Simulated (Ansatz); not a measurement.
Consider the following.

SiC:
```xyz
6
Lattice="3.0726 0.0000 0.0000 -1.5363 2.6610 0.0000 0.0000 0.0000 7.0391" Properties=species:S:1:pos:R:3 pbc="T T T"
Si    -0.7682     1.3305     2.3464
Si     0.7682     1.3305     4.6927
Si     1.5363     0.0000     0.0000
C     -0.7682     1.3305     5.8659
C      0.7682     1.3305     1.1732
C      1.5363     0.0000     3.5196
```

This is the r²SCAN-relaxed structure.

Problem. All from r²SCAN in the plane-wave PAW code Ansatz, unless another level is named. Give the electron effective mass.

Solution. 0.18, 0.44, 0.64 mₑ (principal values).

Problem. Predict the band gap.

Solution. 1.18 eV (indirect).

Problem. And the hole effective mass?

Solution. 0.38, 0.38, 3.8 mₑ (principal values).

Problem. Predict the weight of the valence-edge state by species (Voronoi cells).

Solution. C 76 %, Si 24 %.

Problem. And the valence-band maximum?

Solution. at Γ.

Problem. What about the conduction-band minimum?

Solution. at M (3 equivalent valleys).

Space group P6_422. The start of the workflow was typed in or built on a structure type; neither database checked (COD, Materials Project) lists it. It is not the phase usual at ambient conditions (space group No. 186, 216). The cell was relaxed with r²SCAN under the symmetry of its start; whether a distortion lowers the energy is not shown. Its formation energy is positive at this level, so the cell may be metastable or incomplete.

Potentials: the later of the program's two PAW sets.
